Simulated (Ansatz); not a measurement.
Sheets of one type (Janus MA2Z4-type), the program Ansatz at the PBE level (PAW); HSE06 gaps on those cells.

```
layer     a (Å)  thickness (Å)
--------  -----  -------------
ZrGeN4Si  3.116           7.11
CrGeN4Si      …              …
MoGeN4Si  2.964           7.22
WGeN4Si   2.967           7.23
HfGeN4Si  3.105           7.09
TaGeN4Si  3.021           7.20
VGeN4Si   2.943           7.11
```

Task: Complete the blanks.

Result: 
- CrGeN4Si, a (Å): 2.902
- CrGeN4Si, thickness (Å): 7.10

Spin orders computed, not proven ground states: VGeN4Si, Janus MA2Z4-type layer ferromagnetic. Began spin-polarised and lost the moments: CrGeN4Si, Janus MA2Z4-type layer; TaGeN4Si, Janus MA2Z4-type layer. All cells were relaxed under the symmetry of their starts (and spin orders); stability against distortions was not tested throughout. Rows with no word on spin ran without spin polarisation. Spin–orbit coupling is left out wherever it is not named. Constructed layers (a layer type filled with these elements): ZrGeN4Si, Janus MA2Z4-type layer; CrGeN4Si, Janus MA2Z4-type layer; MoGeN4Si, Janus MA2Z4-type layer; WGeN4Si, Janus MA2Z4-type layer; HfGeN4Si, Janus MA2Z4-type layer; TaGeN4Si, Janus MA2Z4-type layer; VGeN4Si, Janus MA2Z4-type layer.

Potentials: the later of the program's two PAW sets.
